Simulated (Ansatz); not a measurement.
SnSe:
```
CELL_PARAMETERS angstrom
      0.00000     3.33242     3.33242
      3.33242     0.00000     3.33242
      3.33242     3.33242     0.00000
ATOMIC_POSITIONS crystal
  Se 0.25000 0.25000 0.25000
  Sn 0.00000 0.00000 0.00000
```

Relaxed with the program Ansatz at the PBEsol level (PAW). Indices refer to the conventional cell of F-43m, a = b = c = 6.665 Å, α = β = γ = 90.00°.

### Question
Simulate the powder diffraction pattern (Mo Kα, λ = 0.71073 Å; lines above 1 %) up to 2θ = 45°.

### Answer
Simulated powder pattern, Mo Kα, λ = 0.71073 Å (kinematic, ideal powder, no thermal factors, no anomalous dispersion; the 30 strongest lines at most, above 1 %, up to 2θ = 45°):

```json
[
 {"2θ (°)": "10.60", "d (Å)": "3.848", "I/Imax (%)": "100", "hkl": "(111)"},
 {"2θ (°)": "12.24", "d (Å)": "3.332", "I/Imax (%)": "3.9", "hkl": "(200)"},
 {"2θ (°)": "17.35", "d (Å)": "2.356", "I/Imax (%)": "83", "hkl": "(220)"},
 {"2θ (°)": "20.37", "d (Å)": "2.010", "I/Imax (%)": "56", "hkl": "(311)"},
 {"2θ (°)": "21.29", "d (Å)": "1.924", "I/Imax (%)": "1.3", "hkl": "(222)"},
 {"2θ (°)": "24.63", "d (Å)": "1.666", "I/Imax (%)": "16", "hkl": "(400)"},
 {"2θ (°)": "26.88", "d (Å)": "1.529", "I/Imax (%)": "25", "hkl": "(331)"},
 {"2θ (°)": "27.59", "d (Å)": "1.490", "I/Imax (%)": "1.7", "hkl": "(420)"},
 {"2θ (°)": "30.28", "d (Å)": "1.360", "I/Imax (%)": "33", "hkl": "(422)"},
 {"2θ (°)": "32.17", "d (Å)": "1.283", "I/Imax (%)": "19", "hkl": "(511)+(333)"},
 {"2θ (°)": "35.11", "d (Å)": "1.178", "I/Imax (%)": "10", "hkl": "(440)"},
 {"2θ (°)": "36.77", "d (Å)": "1.127", "I/Imax (%)": "18", "hkl": "(531)"},
 {"2θ (°)": "39.42", "d (Å)": "1.054", "I/Imax (%)": "14", "hkl": "(620)"},
 {"2θ (°)": "40.93", "d (Å)": "1.016", "I/Imax (%)": "6.2", "hkl": "(533)"},
 {"2θ (°)": "43.36", "d (Å)": "0.962", "I/Imax (%)": "3.3", "hkl": "(444)"},
 {"2θ (°)": "44.76", "d (Å)": "0.933", "I/Imax (%)": "9.1", "hkl": "(711)+(551)"}
]
```

The start of the workflow was typed in or built on a structure type; neither database checked (COD, Materials Project) lists it. It is not the phase usual at ambient conditions (space group No. 62). The PBEsol relaxation kept the symmetry of its start. At this level the phase is mechanically unstable. Spin–orbit coupling is left out wherever it is not named.

Potentials: the later of the program's two PAW sets.
